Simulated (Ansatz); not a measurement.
**NMR crystallography of GaN with Ca replacing Ga: given against relaxed positions**

Start: a supercell of GaN (wurtzite type, P6_3mc) built from a structure deposited in the COD (the entry's cell lengths or inner coordinates differ somewhat from later room-temperature determinations), with all atoms left at the host's positions.

```
Ca Ga N
1.0
     6.36000    0.00000    0.00000
    -4.77000    8.26188    0.00000
     0.00000    0.00000   10.33200
Ca Ga N
1 23 24
Cartesian
  0.0000 1.8360 0.0000
  0.0000 1.8360 5.1660
  -1.5900 4.5899 0.0000
  -1.5900 4.5899 5.1660
  -3.1800 7.3439 0.0000
  -3.1800 7.3439 5.1660
  3.1800 1.8360 0.0000
  3.1800 1.8360 5.1660
  1.5900 4.5899 0.0000
  1.5900 4.5899 5.1660
  0.0000 7.3439 0.0000
  0.0000 7.3439 5.1660
  1.5900 0.9180 2.5830
  1.5900 0.9180 7.7490
  0.0000 3.6719 2.5830
  0.0000 3.6719 7.7490
  -1.5900 6.4259 2.5830
  -1.5900 6.4259 7.7490
  4.7700 0.9180 2.5830
  4.7700 0.9180 7.7490
  3.1800 3.6719 2.5830
  3.1800 3.6719 7.7490
  1.5900 6.4259 2.5830
  1.5900 6.4259 7.7490
  0.0000 1.8360 1.9373
  0.0000 1.8360 7.1033
  -1.5900 4.5899 1.9373
  -1.5900 4.5899 7.1033
  -3.1800 7.3439 1.9373
  -3.1800 7.3439 7.1033
  3.1800 1.8360 1.9373
  3.1800 1.8360 7.1033
  1.5900 4.5899 1.9373
  1.5900 4.5899 7.1033
  0.0000 7.3439 1.9373
  0.0000 7.3439 7.1033
  1.5900 0.9180 4.5203
  1.5900 0.9180 9.6863
  0.0000 3.6719 4.5203
  0.0000 3.6719 9.6863
  -1.5900 6.4259 4.5203
  -1.5900 6.4259 9.6863
  4.7700 0.9180 4.5203
  4.7700 0.9180 9.6863
  3.1800 3.6719 4.5203
  3.1800 3.6719 9.6863
  1.5900 6.4259 4.5203
  1.5900 6.4259 9.6863
```

Sites (sets of like atoms) are named by element and the number of their first atom in this list.

The numbers come from a DFT calculation in Ansatz (PBE, plane waves and PAW, scalar-relativistic, 420 eV cutoff, Γ-centred 4×3×2 k-points, Fermi–Dirac smearing 0.01 eV, cell charge -1).

The largest force at the start is 5.9 eV/Å. Relaxing the ions at fixed cell moves them by 0.292 Å at most (atom 40, N) and 0.077 Å rms.

```tsv
site	atom	moved (Å)	first shell before	first shell after	V_zz before (10²¹ V/m²)	η before
Ca	1	0.063	4 N at 1.94–1.95 Å	4 N at 2.16–2.21 Å	-0.21	0.32
Ga2	2	0.014	4 N at 1.94–1.95 Å	4 N at 1.95–1.97 Å	-0.56	0.12
Ga3	3	0.021	4 N at 1.94–1.95 Å	4 N at 1.88–1.96 Å	1.18	0.78
Ga5	5	0.035	4 N at 1.94–1.95 Å	4 N at 1.87–1.96 Å	-1.28	0.86
Ga7	7	0.058	4 N at 1.94–1.95 Å	4 N at 1.88–1.97 Å	1.89	0.11
Ga8	8	0.007	4 N at 1.94–1.95 Å	4 N at 1.92–1.94 Å	-0.69	0.29
Ga9	9	0.053	4 N at 1.94–1.95 Å	4 N at 1.88–1.96 Å	-1.24	0.60
Ga11	11	0.050	4 N at 1.94–1.95 Å	4 N at 1.88–1.97 Å	-1.43	0.62
Ga14	14	0.030	4 N at 1.94–1.95 Å	4 N at 1.88–1.96 Å	-1.89	0.38
Ga16	16	0.057	4 N at 1.94–1.95 Å	4 N at 1.89–1.96 Å	-1.77	0.43
Ga17	17	0.022	4 N at 1.94–1.95 Å	4 N at 1.94 Å	0.16	0.98
Ga20	20	0.038	4 N at 1.94–1.95 Å	4 N at 1.89–1.96 Å	-1.87	0.39
N25	25	0.278	1 Ca at 1.94 Å, 3 Ga at 1.95 Å	3 Ga at 1.89 Å, 1 Ca at 2.21 Å	-5.16	0.02
N38	38	0.166	3 Ga at 1.94–1.95 Å, 1 Ca at 1.95 Å	3 Ga at 1.87–1.88 Å, 1 Ca at 2.16 Å	-5.73	0.07
N40	40	0.292	3 Ga at 1.94–1.95 Å, 1 Ca at 1.95 Å	3 Ga at 1.88–1.89 Å, 1 Ca at 2.18 Å	-5.31	0.07
N42	42	0.046	4 Ga at 1.94–1.95 Å	4 Ga at 1.90–1.94 Å	-0.72	0.90
```

Problem. What are V_zz and η after the relaxation?

Solution. 

| site | atom | V_zz after | η after | change of V_zz |
| --- | --- | --- | --- | --- |
| Ca | 1 | -0.91 | 0.95 | – |
| Ga2 | 2 | 1.30 | 0.09 | +1.86 |
| Ga3 | 3 | 3.82 | 0.39 | +2.64 |
| Ga5 | 5 | 3.74 | 0.91 | – |
| Ga7 | 7 | 5.51 | 0.10 | +3.62 |
| Ga8 | 8 | -0.74 | 0.65 | -0.05 |
| Ga9 | 9 | 3.50 | 0.86 | – |
| Ga11 | 11 | 3.71 | 0.88 | – |
| Ga14 | 14 | -3.05 | 0.12 | -1.16 |
| Ga16 | 16 | -2.86 | 0.41 | -1.09 |
| Ga17 | 17 | 0.76 | 0.40 | +0.60 |
| Ga20 | 20 | -3.25 | 0.18 | -1.38 |
| N25 | 25 | -5.91 | 0.03 | -0.75 |
| N38 | 38 | -5.92 | 0.13 | -0.19 |
| N40 | 40 | -6.06 | 0.02 | -0.75 |
| N42 | 42 | -1.26 | 0.72 | -0.54 |

The largest change of V_zz along a kept axis is on Ga7, from 1.89 to 5.51. Where |V_zz| stays above 0.1 and the axes keep their order, η moves most on Ga17, from 0.98 to 0.40. On Ga14, Ga20, Ga16, Ga2, N37, N31, N36 (not all in the table) V_xx and V_yy change places (or their axes turn by over 50°), so the two values of η hide a larger change. V_zz changes sign on Ga2 (axis turned by 11°). On Ga11, Ga5, Ga9, Ca, Ga22, Ga24, Ga6, Ga12 and 12 more sites (not all in the table) the largest principal value lies along another axis in the second run, so the two V_zz can't be compared directly. The table leaves out 32 of the 48 sites, with |V_zz| up to 6.06; their tensors move by 2.17 at most along any direction. The statements above cover all sites. The host's own positions weren't relaxed first, so part of the change far from the defect can be the host's relaxation.

The defect repeats with the cell of 48 atoms, so it feels its images: sites between two images don't show the values beside a lone defect, and zeros or small values of η there can come from the images' arrangement. Ga and N carry a gradient in the pure host already, so the values there aren't the defect's effect alone. A uniform background compensates the cell's charge.
Before: The cell keeps the host's lattice, where the PBE pressure is 11 GPa (in a charged cell this depends on the convention for the mean potential). The neighbours have not yet relaxed around the defect (largest force 5.9 eV/Å), so the values at and beside it are those of a strained start, not of the defect in a real crystal.
After: The cell keeps the host's lattice, where the PBE pressure is 10 GPa (in a charged cell this depends on the convention for the mean potential).
